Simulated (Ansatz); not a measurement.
MgO:
```
MgO
1.0
    0.00000     2.10743     2.10743
    2.10743     0.00000     2.10743
    2.10743     2.10743     0.00000
Mg O
1 1
Direct
  0.00000   0.00000   0.00000
  0.50000   0.50000   0.50000
```

Relaxed with PBEsol.

Q: Decompose the optical modes at the zone centre into irreducible representations, and say which are infrared and Raman allowed.

A: Point group m-3m: Γ_opt = T1u. Infrared: T1u. Raman: none.

Q: Assign frequencies (DFPT, PBEsol (plane waves, PAW; program Ansatz); without the LO–TO term).

A: T1u 387 cm⁻¹.

Space group Fm-3m (rock salt). The cell was relaxed with PBEsol under the symmetry of its start; phonons on a q-mesh show no instability.

Potentials: the earlier of the program's two PAW sets.
